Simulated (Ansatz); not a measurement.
Rough cost of magnetic runs on GdCd₂ (P6/mmm) in Ansatz 0.2.0, 2 threads of Arm Neoverse V1, on a shared host.

```
CELL_PARAMETERS angstrom
4.96464 0.00000 0.00000
-2.48232 4.29950 0.00000
0.00000 0.00000 3.48080
ATOMIC_POSITIONS crystal
Gd 0.00000 0.00000 0.00000
Cd 0.66667 0.33333 0.50000
Cd 0.33333 0.66667 0.50000
```

| run | functional, mesh | k points solved | bands | iterations | wall time (s) | peak memory (GiB) |
| --- | --- | --- | --- | --- | --- | --- |
| PAW: U = 3 eV on Gd f | PBEsol, 8×8×10 | 60 | 39 | 11 | 16 | 0.66 |
| LAPW: no U | PBEsol, 8×8×10 | 60 | 49 | 12 | 67 | 0.84 |
| PAW: U = 6 eV on Gd f | PBEsol, 8×8×10 | 60 | 39 | 10 | 16 | 0.65 |
| PAW: U = 8 eV on Gd f | PBEsol, 8×8×10 | 60 | 39 | 10 | 16 | 0.65 |
| PAW: no U | PBEsol, 8×8×10 | 60 | 39 | 10 | 15 | 0.57 |
| LAPW: U = 6 eV on Gd f | PBEsol, 8×8×10 | 60 | 49 | 10 | 65 | 0.93 |

Problem. Roughly how much dearer is an iteration by LAPW than by PAW among the runs with the first row's mesh and spin treatment (collinear)?

Solution. About 4 times (medians of wall time over iterations; times from a shared host are rough).

Runs with the default search for lower states can spend part of their time in further cycles.
